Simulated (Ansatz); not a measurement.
Polymorphs of Be, each relaxed with DFT-r²SCAN in the program Ansatz with PAW potentials:

A: diamond (Fd-3m)
a = b = c = 4.931 Å, α = β = γ = 90.00°

| atom | site | symmetry | x | y | z |
|---|---|---|---|---|---|
| Be | 8b | -43m | 0.5000 | 0.5000 | 0.5000 |

B: bcc (W type) (Im-3m)
a = b = c = 2.5003 Å, α = β = γ = 90.00°

```csv
atom,site,symmetry,x,y,z
Be,2a,m-3m,0.0000,0.0000,0.0000
```

### Question
Order them by energy per atom at 0 K (lowest first) at the level r²SCAN.

### Answer
B (+0 meV/atom), A (+1616 meV/atom)

Constructed cells (a structure type filled with these elements, in neither database checked): A. Not the usual ambient phase: A; B. Unstable at this level: A. All cells were relaxed under the symmetry of their starts (and spin orders); stability against distortions was not tested throughout.

Energies hold the estimated change up to a 700 eV cutoff; steps of a few meV lie near the error of the meshes.

Potentials: the later of the program's two PAW sets.
